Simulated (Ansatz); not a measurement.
LiTaO₃ in space group P4mm (No. 99; Ta on 1b, Li on 1a, O on 1b, O on 2c), plane-wave PAW LDA (Ansatz code). The conduction-band minimum lies at Γ, with 1 equivalent valley. Second derivatives d²E/dk² of the lowest band at one valley (eV·Å²), along Cartesian directions:

```
direction  d²E/dk²
---------  -------
[100]        25.23
[010]        25.23
[001]       0.5891
[110]        25.22
[101]        12.91
[011]        12.91
```

Task: Find the principal effective masses, the density-of-states mass and the conductivity mass.

Result: Off-diagonal terms follow from H_xy = H[110] − (H_xx + H_yy)/2, and m*/mₑ = 7.620 eV·Å² over each eigenvalue: 0.30, 0.30, 13. One valley's DOS mass (m₁m₂m₃)^(1/3) = 1.1, conductivity mass 3/(Σ 1/mᵢ) = 0.45 mₑ.

Task: What effective density of states Nc follows at 300 K for parabolic valleys?

Result: Nc = 2.509e19 × 1 × (1.1)^(3/2) ≈ 2.9e19 cm⁻³.

Task: With the computed static dielectric constant 29.9 (mean of the diagonal), estimate a hydrogenic donor's binding energy and radius.

Result: E = 13.606 eV × 0.45/29.9² ≈ 6.8 meV; a = 0.529 Å × ε/m* ≈ 35 Å. Semilocal masses tend to be too small when the gap is underestimated.

The start of the workflow was typed in or built on a structure type; neither database checked (COD, Materials Project) lists it. It is not the phase usual at ambient conditions (space group No. 161). Symmetry was held in the LDA relaxation. At this level the phase is dynamically unstable (imaginary phonons). No spin polarisation was allowed. Spin–orbit coupling is left out wherever it is not named.

Potentials: the earlier of the program's two PAW sets. The files were generated under PBE; for other functionals the program regenerates the frozen cores, and for LDA and PBEsol the local potential too.
